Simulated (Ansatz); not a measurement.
## Na3SbTe3 — ¹²¹Sb nuclear quadrupole resonance

Cell: a computed structure from the Materials Project (it need not be an observed phase), ions relaxed with PBE at fixed cell.

```cif
data_structure
_symmetry_space_group_name_H-M 'P 1'
_symmetry_Int_Tables_number 1
_cell_length_a 9.6784
_cell_length_b 9.6784
_cell_length_c 9.6784
_cell_angle_alpha 90.000
_cell_angle_beta 90.000
_cell_angle_gamma 90.000
_cell_volume 906.58
loop_
_atom_site_label
_atom_site_type_symbol
_atom_site_fract_x
_atom_site_fract_y
_atom_site_fract_z
_atom_site_occupancy
Na1 Na 0.59003 0.90997 0.09003 1
Na2 Na 0.18287 0.18287 0.18287 1
Na3 Na 0.31713 0.81713 0.68287 1
Na4 Na 0.68287 0.31713 0.81713 1
Na5 Na 0.90997 0.09003 0.59003 1
Na6 Na 0.09003 0.59003 0.90997 1
Na7 Na 0.40997 0.40997 0.40997 1
Na8 Na 0.32745 0.17255 0.82745 1
Na9 Na 0.17255 0.82745 0.32745 1
Na10 Na 0.82745 0.32745 0.17255 1
Na11 Na 0.67255 0.67255 0.67255 1
Na12 Na 0.81713 0.68287 0.31713 1
Sb13 Sb 0.03812 0.46188 0.53812 1
Sb14 Sb 0.46188 0.53812 0.03812 1
Sb15 Sb 0.96188 0.96188 0.96188 1
Sb16 Sb 0.53812 0.03812 0.46188 1
Te17 Te 0.25974 0.11931 0.50282 1
Te18 Te 0.74026 0.61931 0.99718 1
Te19 Te 0.38069 0.49718 0.75974 1
Te20 Te 0.99718 0.74026 0.61931 1
Te21 Te 0.49718 0.75974 0.38069 1
Te22 Te 0.11931 0.50282 0.25974 1
Te23 Te 0.50282 0.25974 0.11931 1
Te24 Te 0.61931 0.99718 0.74026 1
Te25 Te 0.88069 0.00282 0.24026 1
Te26 Te 0.00282 0.24026 0.88069 1
Te27 Te 0.24026 0.88069 0.00282 1
Te28 Te 0.75974 0.38069 0.49718 1
```

Atoms are numbered from 1 in the order listed; like atoms form one site, named after its first atom.

Computed with Ansatz: DFT, r2SCAN, plane waves and PAW, scalar-relativistic, 500 eV cutoff, Γ-centred 3×3×3 k-points, Fermi–Dirac smearing 0.02 eV.

¹²¹Sb: I = 5/2, Q = -543.0 mb (year-2017 value). Static lattice, zero field.

(1) The simulated lines lie at 27.9, 55.7 MHz. What are |C_Q|, η and |V_zz| at Sb?

Results:

(1) For I = 5/2 and η = 0 the lines are 3|C_Q|/20 and twice that; η pulls their ratio below 2. Here |C_Q| = 186 MHz, η = 0.00 and |V_zz| = 14.14 × 10²¹ V/m². The calculation gives V_zz negative; the lines don't show the sign. The site has 3 Te at 2.83 Å.

An axis of threefold or higher order runs through Sb, so V_zz lies along it and η is zero.

The largest force is 0.3 eV/Å, so the atoms aren't at the calculated equilibrium and relaxing them would move these values. Without spin–orbit coupling the gradients at and beside Te can be off by some per cent, at some sites by more. With these PAW files V_zz is typically within 2 to 3 % of all-electron values, but misses above 10 % occur on Sb.

The run took 2.4 min of wall time (4.3 min of CPU time) and 3.8 GiB at its peak, on 2 threads of Arm Neoverse V2 (aarch64; 28 cores open to the job, memory cap 5.0 GiB, no GPU), a shared host with a load of 1.0 a core.
